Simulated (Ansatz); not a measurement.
AlRu in space group R-3m (No. 166; Al on 3a, Ru on 3b) under volume change, DFT-r²SCAN in the program Ansatz with PAW potentials, shape and atoms relaxed at each volume.

| V (Å³/atom) | E − E(relaxed) (meV/atom) | P (GPa) |
|---|---|---|
| 12.629 | 83.8 | 23.42 |
| 13.046 | 35.1 | 14.30 |
| 13.462 | 8.3 | 6.57 |
| 13.878 | 0.0 | 0.00 |
| 14.295 | … | … |
| 14.711 | 28.2 | -10.28 |
| 15.127 | … | … |

### Question
Fill in the missing entries.

### Answer

- 14.295, E − E(relaxed) (meV/atom): 7.4
- 14.295, P (GPa): -5.57
- 15.127, E − E(relaxed) (meV/atom): 60.2
- 15.127, P (GPa): -14.27

### Question
What does a third-order Birch–Murnaghan fit give for V₀, B₀ and B′?

### Answer
V₀ = 13.88 Å³/atom, B₀ = 201 GPa, B′ = 4.5.

The cell is a constructed one: a structure type filled with these elements; neither database checked (COD, Materials Project) lists it. COD files the formula under space group No. 221, so this cell is another polymorph or a model. Whether it is the stable phase at ambient conditions was not checked. Symmetry was held in the r²SCAN relaxation; its stability against distortions is not shown here. The run is not spin-polarised.

Potentials: the later of the program's two PAW sets.
